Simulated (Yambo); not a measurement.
```
GaN
1.0
    0.00000     2.23855     2.23855
    2.23855     0.00000     2.23855
    2.23855     2.23855     0.00000
N Ga
1 1
Direct
  0.25000   0.25000   0.25000
  0.00000   0.00000   0.00000
```

GaN (zinc blende, space group F-43m, No. 216) under isotropic strain of -0.5 % on all lattice vectors: mean Im ε in 1 eV windows above the direct gap of 2.86 eV, for different electron-hole kernels (Yambo, broadening 0.15 eV, norm-conserving PBE (stringent potentials; Quantum ESPRESSO, 114 Ry, without SOC) bands; 10×10×10 mesh, 3 valence and 1 conduction bands, static screening with 21 bands and a 4 Ry block, scissor 0.98 eV, Tamm-Dancoff; field along x).

| window (eV) | independent quasiparticles | BSE |
|---|---|---|
| 2.9 to 3.9 | 1.0 | 1.9 |
| 3.9 to 4.9 | 1.4 | 2.5 |
| 4.9 to 5.9 | 2.2 | 3.6 |
| 5.9 to 6.9 | 3.4 | 7.0 |
| 6.9 to 7.9 | 6.4 | 6.5 |
| 7.9 to 8.9 | 7.6 | 3.5 |

This run doesn't resolve bound excitons or single peaks, so only averages are given, and they too depend on the mesh; weight that the attraction moves below the gap isn't listed. All transitions below 9.70 eV are in the band window. The scissor comes from a G0W0 run whose convergence isn't established.

Spin-orbit splittings are left out.

Geometry strained from the cell relaxed with PBEsol, atoms relaxed again.

This is not the ordinary phase of the substance; no match was found in the copy of COD used, and its stability was not checked.
